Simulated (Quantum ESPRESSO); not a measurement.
Band energies of Si

```
Si
1.0
    3.82587     0.00000     0.00000
   -1.91294     3.31330     0.00000
    0.00000     0.00000     6.31520
Si
4
Cartesian
  0.00000   2.20887   0.39689
  1.91294   1.10443   5.91831
  1.91294   1.10443   3.55448
  0.00000   2.20887   2.76071
```

norm-conserving PBEsol (Quantum ESPRESSO, 36 Ry, without SOC); path ΓMKΓALHA,LM,KH; energies in eV from the valence-band maximum.

```csv
k (1/Å),point,band 4,band 5,band 6,band 7,band 8,band 9,band 10,band 11
0.00,Γ,-1.54,-1.54,-0.34,0.00,0.00,0.95,1.94,1.94
0.53,,-4.74,-3.60,-2.62,-1.64,-1.00,0.83,2.83,3.15
0.95,M,-6.01,-4.73,-3.10,-3.05,-1.45,0.29,2.28,2.91
1.06,,-6.01,-4.72,-3.35,-3.06,-1.72,0.68,2.29,2.65
1.50,K,-6.60,-5.28,-3.64,-3.64,-3.38,0.69,5.30,5.36
1.61,,-6.14,-5.18,-3.98,-3.29,-3.27,0.79,4.68,4.95
2.15,,-4.14,-2.87,-2.75,-1.15,-1.13,2.07,2.25,2.90
2.59,Γ,-1.54,-1.54,-0.34,0.00,0.00,0.95,1.94,1.94
2.71,,-1.50,-1.50,-0.88,-0.10,-0.10,1.00,2.03,2.03
3.09,A,-4.26,-0.94,-0.94,-0.94,-0.94,1.73,1.73,2.92
3.30,,-4.26,-1.90,-1.90,-1.22,-1.22,2.16,2.16,3.13
3.83,,-6.59,-2.66,-2.66,-2.33,-2.33,0.91,0.91,2.08
4.04,L,-7.32,-2.47,-2.47,-2.45,-2.45,0.82,0.82,1.57
4.36,,-7.32,-4.05,-4.05,-2.12,-2.12,1.42,1.42,3.45
4.58,H,-7.46,-4.57,-4.57,-2.01,-2.01,1.49,1.49,3.51
4.86,,-6.73,-3.97,-3.97,-2.29,-2.29,1.75,1.75,3.99
5.31,,-4.44,-2.66,-2.66,-1.84,-1.84,2.64,2.64,2.80
5.68,A,-4.26,-0.94,-0.94,-0.94,-0.94,1.73,1.73,2.92
5.68,L,-7.32,-2.47,-2.47,-2.45,-2.45,0.82,0.82,1.57
6.18,M,-6.01,-4.73,-3.10,-3.05,-1.45,0.29,2.28,2.91
6.18,K,-6.60,-5.28,-3.64,-3.64,-3.38,0.69,5.30,5.36
6.67,H,-7.46,-4.57,-4.57,-2.01,-2.01,1.49,1.49,3.51
```

The PBEsol gap is indirect, 0.29 eV, from Γ to M; the smallest direct gap is 0.95 eV.

Geometry relaxed with PBEsol.

This is not the ordinary phase of the substance; no match was found in the copy of COD used, and its stability was not checked.
